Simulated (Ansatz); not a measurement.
Input file for Ansatz (a quantum-chemistry and plane-wave program):

Ansatz 0.2 input:
```yaml
crystal:
  lattice:
    - [4.0303104484, 0.0, 0.0]
    - [0.0, 4.0303104484, 0.0]
    - [0.0, 0.0, 4.0303104484]
  atoms:
    - { symbol: Sc, position: [0.0, 0.0, 0.0] }
    - { symbol: F, position: [0.5, 0.0, 0.0] }
    - { symbol: F, position: [0.0, 0.5, 0.0] }
    - { symbol: F, position: [0.0, 0.0, 0.5] }
kpoints:
  mp_grid: { grid: [5, 5, 5] }
hamiltonian:
  xc: hse06
  pseudopotentials: { kind: paw }
scf:
  n_extra_bands: 6
  occupations: { method: fixed }
output:
  eigenvalues: true
  eigenstates:
    e_range: [-9.0, 18.5]
    kpoints:
      - [0.5, 0.5, 0.5]  # VBM
      - [-0.005208, 0.0, 0.0]  # CBM
      - [0.0, 0.0, 0.0]  # GAMMA
      - [0.5, 0.5, 0.5]  # R
      - [0.5, 0.5, 0.0]  # M
      - [0.0, 0.5, 0.0]  # X
```

Output (shortened):

```
Pseudopotentials: kind: paw
Pseudopotential: Sc, paw, valence charge 11
Pseudopotential: F, paw, valence charge 7
Functional definition: HSE06
davidson cushion auto → on  (no smearing: the cushion is to keep the highest requested band from converging to the state above it …
Crystal: 4 atoms, lattice volume = 65.466 Å³
Basis set: ecut = 420 eV, 1309 PW (Γ)
Bands: 22, of which v1, the nominal top of the filled ones, is band 16 counted from 1 (15 counted from 0)
Symmetry: 48 space group operations
Space group: Pm-3m (ITA 221), of the structure as read, at distance tolerance 4.0e-5 Å
k-points: 10 of 125
PAW frozen core: Sc, regenerated for the run's functional, and the local potential with it
PAW frozen core: F, regenerated for the run's functional, and the local potential with it
Initial wavefunctions: pseudopotential atomic-orbital guess
Eigensolver: davidson
Functional: x = pbe(κ = 0.804, μ = 0.2195149727645171), c = pbe(β = 0.06672455060314922), warm-up for x = pbe(κ = 0.804, μ = 0.2195149727645171) + 0.25 (exact …
SCF iter   1: F=—  HF=-4568.452629 eV  |F-HF|=—  |Δ(HF+E_count)|=         —  Δρ=6.03e-4  dr2=5.92e-5  ethr=1.77e-3  ⟨swp⟩=2.0  Hψ=1445  notcnv=0
preconditioner: auto → none
SCF iter   2: F=-4568.453087 eV  HF=-4568.452997 eV  |F-HF|=9.01e-5  |Δ(HF+E_count)|=   3.68e-4  Δρ=3.33e-4  dr2=2.45e-5  ethr=1.85e-7  ⟨swp⟩=4.3  Hψ=853  notcnv=0
SCF 1 stopped early in 2 iterations: F = -4568.453087 eV  dr2 = 2.45e-5
Crystal: 4 atoms, lattice volume = 65.466 Å³
Initial density: handed on by an earlier stage of this run
Initial wavefunctions: those handed on with the density
Functional: x = pbe(κ = 0.804, μ = 0.2195149727645171) + 0.25 (exact − pbe) at short range (hse, ω = 0.20786987370883472 Å⁻¹), c = pbe(β = 0.06672455060314922); HSE06 as pw.x's `hse` composes it (authors' and Libxc's form: `xc: wpbeh`)
Exchange kernel: α = 0.2500, screened, ω = 0.2079 Å⁻¹, Wigner–Seitz truncation, v(0) = 1045.4617 eV·Å³, q-mesh 5×5×5, nearest image of the exchange supercell L …
Frozen-core exchange: fock
SCF iter   1: F=—  HF=-4568.549472 eV  |F-HF|=—  |Δ(HF+E_count)|=         —  Δρ=1.47e-2  dr2=1.91e-1  ethr=7.67e-7  ⟨swp⟩=7.3  Hψ=1168  notcnv=0
preconditioner: auto → none
SCF iter   2: F=—  HF=-4568.490473 eV  |F-HF|=—  |Δ(HF+E_count)|=   5.90e-2  Δρ=9.99e-3  dr2=2.54e-2  ethr=7.67e-7  ⟨swp⟩=6.1  Hψ=1083  notcnv=0
SCF iter   3: F=—  HF=-4568.496938 eV  |F-HF|=—  |Δ(HF+E_count)|=   6.47e-3  Δρ=3.04e-3  dr2=3.77e-3  ethr=7.67e-7  ⟨swp⟩=5.0  Hψ=877  notcnv=0
SCF iter   4: F=—  HF=-4568.495512 eV  |F-HF|=—  |Δ(HF+E_count)|=   1.43e-3  Δρ=1.33e-3  dr2=6.79e-4  ethr=7.67e-7  ⟨swp⟩=4.0  Hψ=762  notcnv=0
SCF iter   5: F=—  HF=-4568.496670 eV  |F-HF|=—  |Δ(HF+E_count)|=   1.16e-3  Δρ=9.82e-4  dr2=4.76e-4  ethr=7.67e-7  ⟨swp⟩=3.9  Hψ=698  notcnv=0
iter 6 solved again at ethr=6.01e-9 eV; its pass at ethr=7.67e-7 eV (dr2=1.92e-6 eV) is discarded
SCF iter   6: F=-4568.496519 eV  HF=-4568.496520 eV  |F-HF|=1.13e-6  |Δ(HF+E_count)|=   1.50e-4  Δρ=1.02e-4  dr2=2.27e-6  ethr=6.01e-9  ⟨swp⟩=2.9  Hψ=1179  notcnv=0
SCF 2 stopped early in 6 iterations: F = -4568.496519 eV  dr2 = 2.27e-6
hybrid outer 1: dexx = +1.652e-2 eV, tail = 4.41e-5 eV
Crystal: 4 atoms, lattice volume = 65.466 Å³
Exchange kernel: α = 0.2500, screened, ω = 0.2079 Å⁻¹, Wigner–Seitz truncation, v(0) = 1045.4617 eV·Å³, q-mesh 5×5×5, nearest image of the exchange supercell L …
Frozen-core exchange: fock
SCF iter   1: F=—  HF=-4568.496459 eV  |F-HF|=—  |Δ(HF+E_count)|=         —  Δρ=1.02e-4  dr2=3.97e-6  ethr=6.89e-7  ⟨swp⟩=3.0  Hψ=582  notcnv=0
preconditioner: auto → none
iter 2 solved again at ethr=1.50e-10 eV; its pass at ethr=1.21e-8 eV (dr2=4.79e-8 eV) is discarded
SCF iter   2: F=-4568.496458 eV  HF=-4568.496458 eV  |F-HF|=3.21e-8  |Δ(HF+E_count)|=   1.14e-6  Δρ=2.26e-5  dr2=9.66e-8  ethr=1.50e-10  ⟨swp⟩=3.0  Hψ=1161  notcnv=0
SCF 3 converged in 2 iterations: F = -4568.496458 eV  dr2 = 9.66e-8
hybrid outer 2: dexx = +7.331e-7 eV, tail = 2.35e-7 eV, Δε = 1.44e-3 eV (about 1.17e-4 eV left of the loop's levels)
NSCF: frozen V_eff on 6 k-points
hybrid SCF converged: 2 outer / 8 inner (+2 warm-up), last move |dexx| = 7.33e-7 eV, tail = 2.35e-7 eV
Stability not checked (fock_operator)
Free energy (F): -4568.496458 eV
Frozen-core exchange: fock
Harris-Foulkes:  -4568.496458 eV  (|F-HF|=3.21e-8)
Internal energy: -4568.496458 eV  (E = F + TS)
E sigma→0 (E₀):  -4568.496458 eV
Fermi energy:    -2.006268 eV
--- Per-component energies (eV) ---
  E_band       = -468.299462
  E_kinetic    = 887.568255
  E_local      = -3382.936620  (includes V_loc(G=0)·N_el)
  E_nonlocal   = 290.629931
  E_hartree    = 1281.302978
  E_xc         = -276.746249
  E_vxc        = -348.082580  (∫ρ·V_xc dr)
  E_exx        = -114.109201  (= α·E_x^exact, valence–valence)
  E_paw        = -1510.453527  (= ΣΔE_a)
  E_vpaw       = -249.876865  (= ΣTr[D̂ρ^β])
  E_aug_tail   = 0.006305  (compensation charges beyond the density's cutoff)
  E_ewald      = -1743.505147
  E_core_change = -0.253183  (= ΣΔE_core)
  E_smearing   =  0.000000  (= −TS)
  E_closure    = 0.000000  (closes the sum)
  Σ components = -4568.496458   (vs F -4568.496458, Δ=-9.09e-13)
  [band-id]    e_kinetic+e_local+e_nonlocal+2·e_hartree+e_vxc+2·e_exx+e_vpaw+e_augmentation_tail = -468.304023   (vs E_band -468.299462, Δ=-4.56e-3)
--- Band table (eV; the first three rows and the last of 10) ---
  k-point 0: bands = ["-50.8295", "-27.9189", "-27.9189", "-27.9189", "-23.5648", "-23.2929", "-23.2929", "-3.7150", "-3.7150", "-3.7150", "-2.5431", "-2.5431", "-2.5431", "-2.4582", "-2.4582", "-2.4582", "6.8501", "6.8501", "6.8501", "7.9838", "8.4751", "8.4751"]
  k-point 1: bands = ["-50.8280", "-28.1042", "-27.9170", "-27.9170", "-23.4961", "-23.2912", "-23.0231", "-4.0994", "-3.6640", "-3.6640", "-2.8215", "-2.6878", "-2.6878", "-2.5837", "-2.4821", "-2.4821", "6.8654", "7.1593", "7.1593", "8.4669", "8.4861", "9.1605"]
  k-point 2: bands = ["-50.8255", "-28.3652", "-27.9139", "-27.9139", "-23.4706", "-23.2884", "-22.5266", "-4.8798", "-3.5291", "-3.5291", "-3.1382", "-3.0012", "-3.0012", "-2.6484", "-2.4822", "-2.4822", "6.8903", "7.6670", "7.6670", "8.5031", "9.4599", "10.2645"]
  k-point 9: bands = ["-50.8177", "-28.3546", "-28.3531", "-28.3531", "-22.5375", "-22.5110", "-22.5110", "-4.9616", "-4.7929", "-4.7929", "-4.0937", "-4.0581", "-4.0581", "-2.0387", "-2.0387", "-2.0063", "8.3521", "8.3728", "8.3728", "11.1430", "11.1430", "11.8787"]
  band table: 22 of 22 bands, residual norms ≤ 1.0e-3 eV
```

Cost: about 120 core-seconds (a rough figure) on shared cores.

The points marked VBM and CBM come from a semilocal run.

The workflow started from an entry of the Crystallography Open Database (COD, 300 K), which files this formula under 4 space groups. Its standing as an ambient phase is unchecked. The cell was relaxed with r²SCAN under the symmetry of its start; whether a distortion lowers the energy is not shown. The run is not spin-polarised.

Potentials: the later of the program's two PAW sets.

Ansatz is a plane-wave DFT program.
